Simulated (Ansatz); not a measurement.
## Re: energy along a strain

Re, Fm-3m, a = 3.950 Å (as given, not relaxed at this level: -15.4 GPa). This isn't the element's structure at ambient conditions. Ansatz: r2SCAN, PAW, 500 eV, Γ-centred 20×20×20 mesh on 1 atom, Gaussian smearing 0.15 eV; no spin polarisation. Cell vectors (Å): 0.000 1.975 1.975; 1.975 0.000 1.975; 1.975 1.975 0.000. The cell is strained by x per cent times the pattern (0 0 0 0 0 1) in the order xx yy zz yz xz xy (engineering shears), with fractional coordinates held. y is the free energy over the start, V0 = 15.407 Å³/atom. Symmetry makes y even in x.

| x (%) | y (meV/atom) |
| --- | --- |
| -2.00 | ? |
| -1.00 | 0.98 |
| 0.00 | 0.00 |
| 0.25 | 0.06 |
| 0.50 | 0.25 |
| 0.75 | 0.55 |
| 1.25 | 1.53 |
| 1.50 | 2.21 |
| 1.75 | 3.01 |

Task: Fit y = c2 x² + c4 x⁴ to the other rows, get the stiffness along the pattern, and predict the missing energy.

Result: Least squares on the rows shown. y = 0.9783 x² + 0.001514 x⁴. The clamped-ion stiffness p·C·p = 2 × 9.783 eV × 160.2 / 15.407 Å³ = 203 GPa, which is C66 in these axes (C44 of the cubic crystal) (second derivative at the start, which stands under stress). At x = -2.00 the fit asked for gives 3.94 meV/atom. The run gave 3.93 meV/atom, so the fit is 0.01 meV/atom too high, a small miss on the scale of the series.

Spin–orbit coupling is left out, which can shift energies with elements as heavy as these.